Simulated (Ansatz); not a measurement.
**Data sheet: Cu (DFT)**

Cu:
```
CELL_PARAMETERS angstrom
      2.51444     0.00000     0.00000
     -1.25722     2.17757     0.00000
      0.00000     0.00000     8.26692
ATOMIC_POSITIONS crystal
  Cu 0.00000 0.00000 0.00000
  Cu 0.00000 0.00000 0.50000
  Cu 0.33333 0.66667 0.25000
  Cu 0.66667 0.33333 0.75000
```

Space group P6_3/mmc (No. 194), dhcp (α-La type); conventional cell a = 2.5144 Å, b = 2.5144 Å, c = 8.2669 Å, α = 90.00°, β = 90.00°, γ = 120.00°.

Method: plane-wave PAW PBEsol (Ansatz code). Geometry: relaxed at this level of theory. Other levels are named where they apply.

### Cell and energy

```
Quantity             Result
---------------  ----------
Volume per atom    11.32 Å³
Density          9.32 g/cm³
```

### Electronic structure

```
Quantity                                                                    Result
------------------------------------  --------------------------------------------
Electronic character                                             metallic (no gap)
Density of states at the Fermi level  0.31 states/eV per atom (mean over ±0.08 eV)
```

The first step of the workflow began from a Materials Project structure, measured or hypothetical; the Crystallography Open Database copy checked does not list it. It is not the phase usual at ambient conditions (space group No. 225). The cell was relaxed with PBEsol under the symmetry of its start; whether a distortion lowers the energy is not shown. No spin polarisation was allowed. Axis ratios of metals converge slowly with the k-mesh, so a and c are less sure than the volume.

Potentials: the later of the program's two PAW sets.
